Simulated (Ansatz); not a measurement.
Starting cell, P (black-P type, space group Cmce):

```yaml
crystal:
  lattice:
    - [1.65109, -5.34545, 0.00000]
    - [1.65109, 5.34545, 0.00000]
    - [0.00000, 0.00000, 4.46660]
  atoms:
    - { symbol: P, position: [0.40091, 0.59909, 0.58506] }
    - { symbol: P, position: [0.59909, 0.40091, 0.41494] }
    - { symbol: P, position: [0.90091, 0.09909, 0.91494] }
    - { symbol: P, position: [0.09909, 0.90091, 0.08506] }
```

Scan: atom 2 (P, nearest neighbour P at 2.213 Å; its periodic images, 3.3 Å or more away, move with it) is displaced along Cartesian z, direction (0.000, 0.000, 1.000) in Cartesian axes, by s. The other atoms stay.

Method: r2SCAN+rVV10 (plane waves to 500 eV, PAW, scalar-relativistic; Ansatz, a quantum-chemistry and plane-wave program). k mesh 8×8×6 (Γ-centred), Fermi-Dirac smearing 0.05 eV. E stands for the smeared free energy. With partly filled bands, energies and forces of such displacements shift with the k mesh and the smearing. P was relaxed with its symmetry unable to fall. The PAW data are Ansatz's earlier set. The zero of ΔE is the undisplaced structure. The last digit holds for this mesh only.

```json
[
 {"s (Å)": "-0.440", "ΔE (meV/cell)": "1526.2"},
 {"s (Å)": "-0.352", "ΔE (meV/cell)": "968.3"},
 {"s (Å)": "-0.264", "ΔE (meV/cell)": "536.5"},
 {"s (Å)": "-0.176", "ΔE (meV/cell)": "233.2"},
 {"s (Å)": "-0.088", "ΔE (meV/cell)": "56.6"},
 {"s (Å)": "0.000", "ΔE (meV/cell)": "0.0"},
 {"s (Å)": "0.088", "ΔE (meV/cell)": "51.3"},
 {"s (Å)": "0.176", "ΔE (meV/cell)": "194.9"},
 {"s (Å)": "0.264", "ΔE (meV/cell)": "413.4"},
 {"s (Å)": "0.352", "ΔE (meV/cell)": "withheld"},
 {"s (Å)": "0.440", "ΔE (meV/cell)": "996.0"}
]
```

Problem. Fit a polynomial form (powers 2, 3, 4) to the given rows and predict ΔE at s = 0.352.

Solution. Least squares on the 10 given rows: ΔE = (7004)·s² + (-3131)·s³ + (-2523)·s⁴, in meV/cell with s in Å; root-mean-square residual 2.34 meV/cell. At 0.352 the fit gives 692.5 meV/cell; the calculation gives 687.8 meV/cell, so the interpolation is off by 4.7 (+0.7 %). The quadratic term alone would give 867.8 meV/cell.

(A displaced cell: forces are minus the slopes of the energy, force constants its curvatures, and phonons follow from these.)
